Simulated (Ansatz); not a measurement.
## Moving the functional in NbPd4

The cell as given:

```yaml
crystal:
  lattice:
    - [1.41760, 0.81845, 11.49527]
    - [-1.41760, 0.81845, 11.49527]
    - [0.00000, -1.63690, 11.49527]
  atoms:
    - { symbol: Pd, position: [0.60062, 0.60062, 0.60062] }
    - { symbol: Pd, position: [0.19992, 0.19992, 0.19992] }
    - { symbol: Pd, position: [0.80008, 0.80008, 0.80008] }
    - { symbol: Pd, position: [0.39938, 0.39938, 0.39938] }
    - { symbol: Nb, position: [0.00000, 0.00000, 0.00000] }
```

The cell comes from a database or a generator and needn't be the stable form of this composition.

Kept alike: task relaxation of cell and atoms; k mesh 11 × 11 × 11; occupations fermi-dirac, width 0.05 eV; no spin polarisation. Program: Ansatz, Ansatz PAW. Cutoffs run from 420 to 500 eV. The mesh is that of the run's cell of 5 atoms. No spin-orbit coupling.

| functional | volume (Å³/atom) |
| --- | --- |
| LDA | 14.681 |
| PBE | 15.827 |
| PBEsol | 15.080 |
| r2SCAN | 15.468 |

The relaxations keep at least the cell's symmetry (R-3m). For a metal such a mesh leaves the last digits unconverged. Relaxations stop with a little pressure left, so the last digits of a volume or edge aren't settled. Ansatz's relaxations hold a Pulay term in the stress (up to 0.2 GPa here). All rows use potentials made for PBE.

Problem. What does the functional change here?

Solution. The volume runs from 14.681 (LDA) to 15.827 Å³/atom (PBE). From PBE: LDA -1.146; PBEsol -0.747; r2SCAN -0.359.
